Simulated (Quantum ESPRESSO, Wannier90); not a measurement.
# Ga2BiAs (P-4m2): Wannier90 run

```yaml
crystal:
  lattice:
    - [4.30014, 0.00000, 0.00000]
    - [0.00000, 4.30014, 0.00000]
    - [0.00000, 0.00000, 6.14586]
  atoms:
    - { symbol: Ga, position: [0.50000, 0.00000, 0.72574] }
    - { symbol: Ga, position: [0.00000, 0.50000, 0.27426] }
    - { symbol: Bi, position: [0.00000, 0.00000, 0.00000] }
    - { symbol: As, position: [0.50000, 0.50000, 0.50000] }
```

Cell from Materials Project (mp-1018076), symmetrised, no further relaxation. Not found in the COD (Crystallography Open Database) copy used; not checked further. Method: PBEsol plane waves in Quantum ESPRESSO 7.5 (PseudoDojo norm-conserving files, 68 Ry, no spin polarisation, no spin-orbit coupling), Bloch states on a 6×6×4 mesh through Γ, Wannier90 4.0.1. Density: 8×8×6 mesh, cold smearing 0.01 Ry. Spin-orbit coupling is left out although heavy elements are present.

Base run: 16 functions from bands 21-46 of the 46 computed, start hydrogen-like Ga: s;p; Bi: s;p; As: s;p, centres 0.05 Å off the atoms, frozen window up to 1.50 eV relative to the Fermi level, outer window open. One setting was then changed (edges relative to the Fermi level; misfit to pw.x on a path, for states up to 1.0 eV relative to the Fermi level).

```
run      Ω_I (Å²)  rms misfit (meV)  worst (meV)
-------  --------  ----------------  -----------
base        26.84               6.7          105
changed     25.22                94          804
```

Question: Which change was made?
A) outer window to 14.20 eV
B) outer window to 9.50 eV
C) no frozen window
D) frozen window to 0.50 eV
E) frozen window to 5.50 eV

Answer: D, frozen window to 0.50 eV. The others give:

```
run                       Ω_I (Å²)  rms misfit (meV)  worst (meV)
------------------------  --------  ----------------  -----------
frozen window to 5.50 eV     40.22               7.3           39
no frozen window             24.32               165         1087
outer window to 9.50 eV      36.36               5.9           37
outer window to 14.20 eV     26.86               6.6          103
```
